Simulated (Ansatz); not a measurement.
AlCo:
```
CELL_PARAMETERS angstrom
      1.33274    -4.60225     0.00000
      1.33274     4.60225     0.00000
      0.00000     0.00000     3.92186
ATOMIC_POSITIONS crystal
  Al 0.66076 0.33924 0.25000
  Co 0.92922 0.07078 0.25000
  Al 0.33924 0.66076 0.75000
  Co 0.07078 0.92922 0.75000
```
Starting moments (μB, in the order of the atoms Al Co Al Co): 0.0 0.4 0.0 0.4.

Relaxed with PBEsol. Special points in fractions of this cell's reciprocal vectors: Γ (0.000, 0.000, 0.000); Y (-0.500, 0.500, 0.000); C0 (-0.271, 0.729, 0.000); Σ0 (0.271, 0.271, 0.000); Z (0.000, 0.000, 0.500); A0 (0.271, 0.271, 0.500); E0 (-0.271, 0.729, 0.500); T (-0.500, 0.500, 0.500); S (0.000, 0.500, 0.000); R (0.000, 0.500, 0.500).

Problem. List the band energies nearest the Fermi level at these points for the program Ansatz at the PBEsol level (PAW).

Solution. In eV from the Fermi level; about four levels below and three above (degenerate sets whole), none deeper than 8.9 eV; points with the same levels are listed once.

```
k                       below                  above
----  -----------------------  ---------------------
Γ ↑   -0.85 -0.71 -0.69 -0.37         0.10 2.75 6.35
Y ↑   -1.10 -0.90 -0.62 -0.35         0.61 2.02 2.64
C0 ↑  -1.70 -1.52 -1.04 -0.85         0.40 0.69 3.91
Z ↑   -0.74 -0.74 -0.35 -0.35  3.00 3.00 10.70 10.70
A0 ↑  -1.16 -1.16 -0.01 -0.01    0.55 0.55 1.30 1.30
T ↑   -0.39 -0.39 -0.30 -0.30    7.30 7.30 9.37 9.37
S ↑   -1.49 -1.14 -1.11 -0.65         0.46 0.86 1.87
R ↑   -2.14 -2.14 -0.81 -0.81    0.10 0.10 0.63 0.63
Γ ↓   -0.85 -0.48 -0.44 -0.31         0.15 0.43 2.90
Y ↓   -0.87 -0.82 -0.50 -0.21         0.18 0.68 2.11
C0 ↓  -1.36 -1.25 -0.65 -0.52         0.74 0.99 4.02
Z ↓   -0.89 -0.89 -0.41 -0.41    0.12 0.12 3.20 3.20
A0 ↓  -1.77 -1.77 -0.89 -0.89    0.29 0.29 0.82 0.82
T ↓   -1.96 -1.96 -0.84 -0.84    0.04 0.04 0.07 0.07
S ↓   -1.06 -0.83 -0.79 -0.41         0.76 1.18 2.10
R ↓   -1.85 -1.85 -0.49 -0.49    0.33 0.33 0.81 0.81
```

Space group Cmcm. The start of the workflow was typed in or built on a structure type; neither database checked (COD, Materials Project) lists it. Whether it is the stable phase at ambient conditions was not checked. Symmetry was held in the PBEsol relaxation; its stability against distortions is not shown here. Spin order of the final state: ferromagnetic, the only order run, not a proven ground state.

Potentials: the later of the program's two PAW sets.
